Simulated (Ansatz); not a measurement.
# InAs with carbon replacing As: gradients before and after relaxing the atoms

Start: a supercell of InAs (zinc blende type, F-43m) built from a COD entry (the entry's cell lengths or inner coordinates differ somewhat from later room-temperature determinations), with all atoms left at the host's positions.

Space group F-43m (No. 216); a = 18.1080 Å.

```
site  Wyckoff  site symmetry       x       y       z
 In1      16e            .3m  0.4167  0.0833  0.4167
 In3      24g           2.mm  0.7500  0.0833  0.7500
 In5      48h            ..m  0.7500  0.9167  0.5833
In14       4d           -43m  0.7500  0.7500  0.7500
In18      16e            .3m  0.0833  0.5833  0.9167
   C       4a           -43m  0.5000  0.0000  0.5000
As29      48h            ..m  0.6667  0.0000  0.6667
As32      16e            .3m  0.8333  0.8333  0.6667
As36      16e            .3m  0.1667  0.6667  0.8333
As42      24f           2.mm  0.0000  0.6667  0.0000
```

One atom of each set is listed; the run and its k-mesh use a cell of 54 atoms with edges of 12.80, 12.80, 12.80 Å.

Computed with Ansatz: DFT, PBE, plane waves and PAW, scalar-relativistic, 420 eV cutoff, Γ-centred 2×2×2 k-points, Fermi–Dirac smearing 0.01 eV, cell charge -1.

The largest force at the start is 2.4 eV/Å. Relaxing the ions at fixed cell moves them by 0.389 Å at most (atom 1, In) and 0.115 Å rms.

```csv
site,moved (Å),first shell before,first shell after,V_zz before (10²¹ V/m²),η before
In1,0.389,"1 C at 2.61 Å, 3 As at 2.61 Å","1 C at 2.22 Å, 3 As at 2.68 Å",1.30,0.00
In3,0.014,4 As at 2.61 Å,4 As at 2.62–2.64 Å,0.76,0.04
In5,0.034,4 As at 2.61 Å,4 As at 2.62–2.63 Å,-0.53,0.77
In18,0.012,4 As at 2.61 Å,4 As at 2.62 Å,-0.048,0.00
C,0.000,4 In at 2.61 Å,4 In at 2.22 Å,0.00,–
As29,0.087,4 In at 2.61 Å,4 In at 2.62–2.68 Å,-1.63,0.14
As32,0.005,4 In at 2.61 Å,4 In at 2.62 Å,0.45,0.00
As36,0.004,4 In at 2.61 Å,4 In at 2.62 Å,0.53,0.00
As42,0.017,4 In at 2.61 Å,4 In at 2.62–2.63 Å,0.25,0.53
```

Task: How do the gradients change?

Result: 

```tsv
site	V_zz after	η after	change of V_zz
In1	-14.58	0.00	-15.88
In3	-1.22	0.91	-1.98
In5	1.58	0.24	–
In18	0.61	0.00	+0.65
C	0.00	–	0.00
As29	2.25	0.76	–
As32	-0.20	0.00	-0.65
As36	-0.51	0.00	-1.04
As42	-0.47	0.36	–
```

The largest change of V_zz along a kept axis is on In1, from 1.30 to -14.58. Where |V_zz| stays above 0.1 and the axes keep their order, η moves most on In3, from 0.04 to 0.91. V_zz changes sign on In1 (same axis), In3 (same axis), As36 (same axis), As32 (same axis), In18 (same axis). On As29, In5, As42 the largest principal value lies along another axis in the second run, so the two V_zz can't be compared directly. Other sites without a gradient aren't listed.

The run isn't spin-polarised, and a state with spin may lie lower. The defect repeats with the cell of 54 atoms, so it feels its images: sites between two images don't show the values beside a lone defect, and zeros or small values of η there can come from the images' arrangement. A uniform background compensates the cell's charge. The defect cell has no gap above 0.1 eV on its mesh, so the values can hang on the smearing and the k-mesh. Without spin–orbit coupling (the program notes it for In) the gradients can shift somewhat, as the gap is small.
Before: The neighbours have not yet relaxed around the defect (largest force 2.4 eV/Å), so a real crystal will differ.
After: The relaxation keeps the site symmetry -43m of the start, so the impurity can't leave its site; a distortion that would localise the partly filled state isn't explored.
